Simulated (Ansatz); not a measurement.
Cell and atoms are relaxed with the symmetry kept. Start:

Space group P4/mmm (No. 123). a = 3.934 Å, b = 3.934 Å, c = 9.828 Å, α = 90.00°, β = 90.00°, γ = 90.00°
```json
{"atom": "Ba", "site": "2h", "symmetry": "4mm", "x": "0.5000", "y": "0.5000", "z": "0.6956"}
{"atom": "Cu", "site": "1b", "symmetry": "4/mmm", "x": "0.0000", "y": "0.0000", "z": "0.5000"}
{"atom": "Hg", "site": "1a", "symmetry": "4/mmm", "x": "0.0000", "y": "0.0000", "z": "0.0000"}
{"atom": "O", "site": "2g", "symmetry": "4mm", "x": "0.0000", "y": "0.0000", "z": "0.7950"}
{"atom": "O", "site": "2e", "symmetry": "mmm.", "x": "0.0000", "y": "0.5000", "z": "0.5000"}
```

These are results of DFT PBEsol, scalar-relativistic, plane waves, PAW in Ansatz 0.2.0, not measurements.

Cutoff 420 eV; k points 10×10×4 on the computed 8-atom cell (Γ-centred); Gaussian smearing, width 0.10 eV; collinear spin from starting moments -0 -0 0.12 -0 -0 -0 0.05 0.05 μB.

Q: What does it relax to?

A: The volume decreases by 1.28 Å³/atom to 17.73 Å³/atom, and the energy falls by 21.6 meV/atom. The cell ends with a moment of 0.00 μB (only this magnetic start was tried). Final structure:
```xyz
8
Lattice="3.8530 0.0000 0.0000 0.0000 3.8530 0.0000 0.0000 0.0000 9.5518" Properties=species:S:1:pos:R:3 pbc="T T T"
Ba    1.9265    1.9265    6.6537
Ba    1.9265    1.9265    2.8982
Cu    0.0000    0.0000    4.7759
Hg    0.0000    0.0000    0.0000
O     0.0000    0.0000    7.5796
O     0.0000    0.0000    1.9722
O     0.0000    1.9265    4.7759
O     1.9265    0.0000    4.7759
```

Course of the relaxation (steps run on the plane waves of an earlier cell, and the basis is chosen afresh near the end, so energy and pressure can step there; trial steps that raised the energy were taken back; energies are free energies):

```csv
step,E − E_final (meV/atom),largest force component (eV/Å),P (GPa),V (Å³/atom)
1,21.6,0.522,-5.22,19.01
2,28.7,1.860,3.30,17.48
3,-0.6,0.199,-1.15,17.97
4,-1.9,0.077,0.21,17.77
5,-2.0,0.011,0.04,17.76
6,-2.0,0.001,0.00,17.78
7,0.0,0.001,-0.20,17.78
8,-0.1,0.001,0.00,17.73
9,0.0,0.001,-0.01,17.73
```

Spin-orbit coupling is left out, which matters for the bands of heavy elements.

Cost: 1 run of about 11 core-minutes, on Intel Xeon Platinum 8488C (Sapphire Rapids) (shared hosts).